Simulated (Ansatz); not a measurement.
Relaxation of a relaxed Bi cell deformed by the Cartesian strain tensor (xx, yy, zz, yz, xz, xy) = (-0.071, 0.153, -0.050, -0.010, -0.007, -0.051); 2 atoms in the cell, which starts as P-1 (No. 2), aP2; a = 4.263 Å, b = 4.543 Å, c = 4.857 Å, α = 63.63°, β = 69.78°, γ = 64.92°. These are PBE (plane waves to 420 eV, PAW, scalar-relativistic; Ansatz, an electronic-structure program) values and carry that method's errors. Γ-centred k-mesh 9×9×8 on the run's cell (coarser than for final values), Fermi–Dirac smearing 0.05 eV. This is the first round of the run. 

The optimiser's lines from the output (shortened; P is positive under compression):

```
relax step   1: F+E_penalty+E_count = -24798.18820658 eV  Δ(F+E_penalty+E_count) = +0.000e0 eV  max|allowed force component| = 3.049e-1 eV/Å  Δτ_max = 0.0000 Å  P = -0.410 GPa  Ω = 74.902 Å³  (8 SCF iters, dr2 threshold 1.00e-7 eV, accepted)
relax step   2: F+E_penalty+E_count = -24798.34826743 eV  Δ(F+E_penalty+E_count) = -1.601e-1 eV  max|allowed force component| = 1.051e-1 eV/Å  Δτ_max = 0.0288 Å  P = -0.542 GPa  Ω = 73.415 Å³  (6 SCF iters, dr2 threshold 2.00e-7 eV, accepted)
relax step   3: F+E_penalty+E_count = -24798.42131346 eV  Δ(F+E_penalty+E_count) = -7.305e-2 eV  max|allowed force component| = 1.060e-1 eV/Å  Δτ_max = 0.0206 Å  P = +0.447 GPa  Ω = 71.716 Å³  (6 SCF iters, dr2 threshold 2.00e-7 eV, accepted)
relax step   4: F+E_penalty+E_count = -24798.45217137 eV  Δ(F+E_penalty+E_count) = -3.086e-2 eV  max|allowed force component| = 3.169e-1 eV/Å  Δτ_max = 0.0548 Å  P = +1.367 GPa  Ω = 72.638 Å³  (6 SCF iters, dr2 threshold 2.00e-7 eV, accepted)
relax step   5: F+E_penalty+E_count = -24798.46769658 eV  Δ(F+E_penalty+E_count) = -1.553e-2 eV  max|allowed force component| = 2.956e-2 eV/Å  Δτ_max = 0.0315 Å  P = +0.171 GPa  Ω = 73.545 Å³  (5 SCF iters, dr2 threshold 2.00e-7 eV, accepted)
relax step   6: F+E_penalty+E_count = -24798.46801753 eV  Δ(F+E_penalty+E_count) = -3.209e-4 eV  max|allowed force component| = 4.186e-2 eV/Å  Δτ_max = 0.0145 Å  P = -0.056 GPa  Ω = 74.255 Å³  (5 SCF iters, dr2 threshold 1.90e-7 eV, accepted)
relax step   7: F+E_penalty+E_count = -24798.46850243 eV  Δ(F+E_penalty+E_count) = -4.849e-4 eV  max|allowed force component| = 3.832e-3 eV/Å  Δτ_max = 0.0065 Å  P = +0.001 GPa  Ω = 73.973 Å³  (4 SCF iters, dr2 threshold 1.10e-7 eV, accepted)
relax step   8: F+E_penalty+E_count = -24798.46851981 eV  Δ(F+E_penalty+E_count) = -1.737e-5 eV  max|allowed force component| = 6.565e-4 eV/Å  Δτ_max = 0.0018 Å  P = -0.000 GPa  Ω = 73.972 Å³  (5 SCF iters, dr2 threshold 1.67e-9 eV, accepted)
relax step   9: F+E_penalty+E_count = -24798.46888313 eV  Δ(F+E_penalty+E_count) = -3.633e-4 eV  max|allowed force component| = 5.545e-4 eV/Å  Δτ_max = 0.0000 Å  P = +0.004 GPa  Ω = 73.972 Å³  stress off target by 1.67e-2 GPa  SCF on the basis re-selected at this cell (its energy is not comparable with the rows above)  (7 SCF iters)
```

From the first to the last row the energy changes by -0.14 eV/atom and the volume by -1.2 %. The last row is marked as not comparable with the walk above it, whose basis was carried along; it does compare with step 1, since both stand on a basis selected at the nominal cutoff for their own cell.

Later rounds, restarted from the end of this one on a renewed k-mesh, logged 5 more steps and released under 0.01 eV/atom more. The final structure after all rounds: R-3m, hexagonal axes (No. 166), hR2, AFLOW prototype A_hR2_166_c (A7, as in As); a = b = 4.5817 Å, c = 12.1811 Å, α = β = 90.00°, γ = 120.00°. Between re-selections the logged energies stand on a plane-wave basis carried along with the cell. No spin polarisation in the result.

The run could not lose the symmetry of its start.
